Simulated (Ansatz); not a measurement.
Ge: computed property card

Ge:
```
CELL_PARAMETERS angstrom
      5.95118     0.00000     0.00000
      0.00000     5.95118     0.00000
      0.00000     0.00000     7.08165
ATOMIC_POSITIONS crystal
  Ge 0.08420 0.08420 0.00000
  Ge 0.41580 0.58420 0.75000
  Ge 0.91580 0.91580 0.50000
  Ge 0.58420 0.41580 0.25000
  Ge 0.16938 0.37269 0.24450
  Ge 0.12731 0.66938 0.99450
  Ge 0.83062 0.62731 0.74450
  Ge 0.87269 0.33062 0.49450
  Ge 0.66938 0.12731 0.00550
  Ge 0.62731 0.83062 0.25550
  Ge 0.33062 0.87269 0.50550
  Ge 0.37269 0.16938 0.75550
```

Space group P4_32_12 (No. 96); conventional cell a = b = 5.951 Å, c = 7.082 Å, α = β = γ = 90.00°.

Method: r²SCAN in the plane-wave PAW code Ansatz. Structure relaxed to zero pressure with the same functional. Other levels are named where they apply.

Cell and energy:

- Volume per atom: 20.90 Å³
- Density: 5.77 g/cm³

Electronic structure:

- Band gap: 0.71 eV (smallest direct gap 0.73 eV)
- Valence-band maximum: off the standard path, at k = (0.331, 0.331, -0.057)
- Conduction-band minimum: on the M–Γ line, 31 % of the way from M (4 equivalent valleys)
- Electron effective mass: 0.080, 0.10, 0.13 mₑ (principal values)
- Hole effective mass: 0.078, 0.89, 5.2 mₑ (principal values)
- HSE06 gap on the r²SCAN cell: 0.95 eV
- Gap with spin–orbit coupling: 0.70 eV

Mechanics:

Bulk modulus (Birch–Murnaghan fit): 61.4 GPa
Pressure derivative B′: 4.5

The first step of the workflow began from a Materials Project structure, measured or hypothetical; the Crystallography Open Database files this formula in space group No. 96, but the cells were not matched. It is not the phase usual at ambient conditions (space group No. 227). The r²SCAN relaxation kept the symmetry of its start; its stability against distortions is not shown here. Scalar-relativistic: spin–orbit coupling is off unless named, which matters more the heavier the elements.

Potentials: the later of the program's two PAW sets.
